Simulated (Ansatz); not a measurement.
Computed with DFT PBE, scalar-relativistic, plane waves, PAW in Ansatz. All cells share a 420 eV cutoff and Γ-centred k meshes spaced at most about 0.3 Å⁻¹ (about 0.25 or finer for metals, 2π included). No spin polarisation in the final relaxations.

Temperature and zero-point effects are left out.

Two forms of SiGe₄W were relaxed alike.

A. Space group P4/mmm (No. 123), tetragonal, a = 3.191 Å, c = 10.979 Å. Si has 8 Ge at 2.69 Å and 4 Si at 3.19 Å; around Ge on its first site lie 1 Ge at 2.58 Å, 4 Si at 2.69 Å, 1 Ge at 2.93 Å and 4 Ge at 3.19 Å; Ge on its second site has 1 Ge at 2.58 Å, 4 W at 2.68 Å, 1 Ge at 2.89 Å and 4 Ge at 3.19 Å; around W lie 8 Ge at 2.68 Å and 4 W at 3.19 Å.

B. Space group F-43m (No. 216), cubic, a = 7.505 Å. Si is surrounded by 12 Ge at 3.11 Å and 4 W at 3.25 Å; Ge is surrounded by 6 Ge at 2.64–2.66 Å, 3 W at 3.11 Å and 3 Si at 3.11 Å; W is surrounded by 12 Ge at 3.11 Å and 4 Si at 3.25 Å.

Question: Which is lower in energy, and by how much?

Answer: A is lower, by 0.50 eV/atom. A has space group P4/mmm (No. 123), 18.6 Å³/atom and no gap on its mesh; B has space group F-43m (No. 216), 17.6 Å³/atom and no gap. Counting Ge or Si atoms around W (for each partner element, those within 1.25 times its shortest distance or 1.15 times the sum of covalent radii, where it is the nearest in units of that sum or under 1.3), A has W 8 and B has W 16. A holds Ge–Ge pairs (shortest 2.58 Å); in B the shortest Ge–Ge distance is 2.64 Å, near bonding range too. The lower one is the more open, so pressure narrows the difference. Even the lower one lies +0.38 eV/atom against the reference forms of the elements (uncorrected), so neither is stable at this level. Both come from invented guesses.

Spin–orbit coupling, which can matter for W, is left out. Cells relaxed within their symmetry can be saddle points.
